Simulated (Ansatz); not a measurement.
Polymorphs of MgS, each relaxed with the program Ansatz at the r²SCAN level (PAW):

A: P4_2/mnm
a = b = 6.8236 Å, c = 4.0666 Å, α = β = γ = 90.00°

```tsv
atom	site	symmetry	x	y	z
Mg	4g	m.2m	0.1731	0.1731	0.5000
S	4f	m.2m	0.3113	0.3113	0.0000
```

B: rock salt (Fm-3m)
a = b = c = 5.2051 Å, α = β = γ = 90.00°

```tsv
atom	site	symmetry	x	y	z
Mg	4a	m-3m	0.0000	0.0000	0.0000
S	4b	m-3m	0.5000	0.5000	0.5000
```

Question: Put the candidates in order of energy per atom at 0 K, lowest first, for r²SCAN.

Answer: B (+0 meV/atom), A (+51 meV/atom)

Question: Give each one's gap.

Answer: A 4.07 eV; B 3.47 eV.

Typed or built starts, not in the databases checked: A. All cells were relaxed under the symmetry of their starts (and spin orders); stability against distortions was not tested throughout.

Energies hold the estimated change up to a 700 eV cutoff; steps of a few meV lie near the error of the meshes.

Potentials: the earlier of the program's two PAW sets. The files were generated under PBE; for other functionals the program regenerates the frozen cores, and for LDA and PBEsol the local potential too.
